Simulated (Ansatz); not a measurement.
An ordered 4-atom cell of SiGe₃ on the diamond lattice (R3m), relaxed with r2SCAN, was run in Ansatz under altered settings. All numbers are computed, without spin polarisation but where a row says otherwise.

```yaml
crystal:
  lattice:
    - [1.98389, 1.14540, 6.46719]
    - [-1.98389, 1.14540, 6.46719]
    - [0.00000, -2.29080, 6.46719]
  atoms:
    - { symbol: Si, position: [0.00009, 0.00009, 0.00009] }
    - { symbol: Ge, position: [0.50005, 0.50005, 0.50005] }
    - { symbol: Ge, position: [0.37341, 0.37341, 0.37341] }
    - { symbol: Ge, position: [0.87646, 0.87646, 0.87646] }
```

The base run's other keys:
```yaml
kpoints:
  mp_grid: { grid: [4, 4, 4] }
hamiltonian:
  xc: hse06
scf:
  occupations: { method: fixed }
  n_extra_bands: 5
```

It takes 19 iterations with 1731 plane waves at 420 eV and 13 k points, and leaves a mean stress of +0.47 GPa. The gap over this mesh is 1.002 eV. It ran on 4 threads of Arm Neoverse N1 (shared host).

Outcomes, with energy and stress as changes against the base:
```
                                     setting    outcome  ΔF (meV/atom)  Δ mean stress (GPa)  gap on the mesh (eV)  iterations  wall time
PBE hybrid, exx coeff 0.35, omega 0.2078 1/Å  converged              –                 -0.8                 1.261          20       51 s
PBE hybrid, exx coeff 0.75, omega 0.2078 1/Å  converged              –                 -3.8                 2.378          21       55 s
                  scf.occupations: cold 0.05  converged            0.0                  0.0                 1.002          20       45 s
```
A dash marks a value that wasn't obtained or can't be compared. Stress is positive in compression. The base took 50 s.

- PBE hybrid, exx coeff 0.35, omega 0.2078 1/Å. That is 35 % exact exchange, screened with ω = 0.2078 1/Å, against HSE06's 25 % screened at 0.208 1/Å. The mean stress moves by -0.8 GPa and the gap on the mesh by +0.259 eV (to 1.261). Totals of different functionals aren't comparable.
- PBE hybrid, exx coeff 0.75, omega 0.2078 1/Å. That is 75 % exact exchange, screened with ω = 0.2078 1/Å, against HSE06's 25 % screened at 0.208 1/Å. The mean stress moves by -3.8 GPa and the gap on the mesh by +1.376 eV (to 2.378). Totals of different functionals aren't comparable.

Within 1 meV an atom, 0.1 GPa and 0.005 eV of the base stay: scf.occupations: cold 0.05.

Spin-orbit coupling is left out.

The program warns that its thresholds are loose for a hybrid's stress.
